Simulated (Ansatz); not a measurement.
**How AlN (F-43m) stiffens under pressure**

```
Al N
1.0
     0.00000    2.18490    2.18490
     2.18490    0.00000    2.18490
     2.18490    2.18490    0.00000
Al N
1 1
Direct
  0.00000 0.00000 0.00000
  0.25000 0.25000 0.25000
```

This is the zero-pressure cell. At each pressure cell and atoms are relaxed in this structure, and the constants are slopes of the stress at strains of ±0.005 with relaxed ions (the coefficients that govern stability under load). Level: r²SCAN, PAW on Ansatz 0.2.0's default frozen-core files (fitted under PBE), scalar-relativistic; k mesh 8×8×8, strains of ±0.005, fixed occupations, cutoff 500 eV. P is the pressure of the relaxed cell, less that of this one.

```
P (GPa)    V/V₀  C11 (GPa)  C12 (GPa)  C44 (GPa)
   0.00  1.0000      308.0      161.7      196.5
   1.00  0.9953      311.4      165.6      197.7
   2.01       ?          ?          ?          ?
   4.00  0.9818      321.8      177.4      200.8
   7.00  0.9691      332.1      189.2      203.7
  10.00  0.9572      342.0      200.8      206.2
  15.00  0.9388      358.2      219.8      209.9
```

Task: Does the bulk modulus from the constants agree with the pressure-volume curve?

Result: A third-order Birch-Murnaghan fit to the volumes shown (F against f, f = [(V₀/V)^(2/3) − 1]/2) gives B₀ = 210.5 GPa and B′ = 3.8. Its −V dP/dV stands beside (C11 + 2C12)/3:

```
P (GPa)  from P(V)  from the constants
   0.00      210.5               210.4
   1.00      214.3               214.2
   4.00      225.6               225.5
   7.00      236.7               236.8
  10.00      247.8               247.9
  15.00      265.9               265.9
```

Task: What are the pressure derivatives at zero pressure?

Result: Slopes at V₀ of quadratic fits in −ln(V/V₀) through the first four rows shown, divided by B₀: dC11/dP = 3.5, dC12/dP = 3.9, dC44/dP = 1.1. The mean slopes up to 4.0 GPa are 3.5, 3.9, 1.1; curvature and scatter of the constants part the two. The combination (dC11/dP + 2 dC12/dP)/3 = 3.8 stands against B′.

Task: Fill the row at 2.01 GPa.

Result: Cubic fits in −ln(V/V₀) through all rows shown give C11 = 314.9, C12 = 169.6, C44 = 198.7 GPa. Computed: V/V₀ = 0.9907, C11 (GPa) = 314.9, C12 (GPa) = 169.6, C44 (GPa) = 198.7.

Task: Does a shear stiffness soften?

Result: C44 goes from 196.5 to 209.9 GPa; (C11 − C12)/2 goes from 73.1 to 69.2 GPa. (C11 − C12)/2 softens under pressure, though the lattice stays mechanically stable over this range.

Keep in mind: this zinc-blende form is metastable at ambient conditions; no other phase was computed; many crystals of this kind change structure within this range, and rows or crossings beyond such a change describe a metastable lattice; frozen-core PAW files fitted under PBE, their cores solved anew for the functional of the run; constants at zero field, no piezoelectric stiffening; phonons weren't checked at these pressures.
